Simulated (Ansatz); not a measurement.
**Notes on B5W2**

```
CELL_PARAMETERS angstrom
1.56047 2.63764 -0.04156
-1.53343 2.62203 -0.08673
0.09565 -1.92485 7.01593
ATOMIC_POSITIONS crystal
B 0.18458 0.18128 0.56229
B 0.81186 0.82044 0.44454
B 0.33974 0.32872 0.00065
B 0.68411 0.67508 0.01696
B 0.48702 0.51069 0.50400
W 0.09287 0.08194 0.22964
W 0.91750 0.91342 0.78284
```

Single point in Ansatz 0.2.0 with PBE, no spin polarisation. Cutoff 420 eV, PAW datasets, 7×7×3 (shifted by 0, 0.5, 0 steps) k mesh, fermi-dirac filling (width 0.1 eV).

Question: Where is the largest force?

Answer: The largest is on B2: 1.15 eV/Å, components (-0.37, 0.77, 0.76). It makes 79° with the line to a nearest neighbour, B5 at 1.80 Å.

Question: Is it stable against the elements?

Answer: 0.28 eV an atom against the elements' usual phases (free molecules for gases, crystals otherwise, with no correction for O₂ or N₂), so at this geometry it isn't bound against them. Relaxing would lower it.

Question: Is the cell too large or too small?

Answer: The pressure is 16.3 GPa (compression positive), so with the atoms held at these fractions the cell would first expand; the forces are large, so a full relaxation may end otherwise. The principal stresses 11.6, 13.2, 24.2 GPa differ, so its shape would change too.

Question: Give the Bader charges.

Answer: Bader charges in e: B -0.56 to -0.22, W +1.05. In the mean W gives up most and B takes most, against the order of Pauling's electronegativities.

Question: Is there a gap?

Answer: It is a metal, with about 2.3 states/eV a cell as the mean within 0.25 eV of the Fermi level, mostly W d (60 %) and B p (26 %).

Origin: a strained cell with displaced atoms, so it need not be a known compound. Caveats: the k mesh is coarse if the cell is a metal; atoms or cell far from equilibrium.
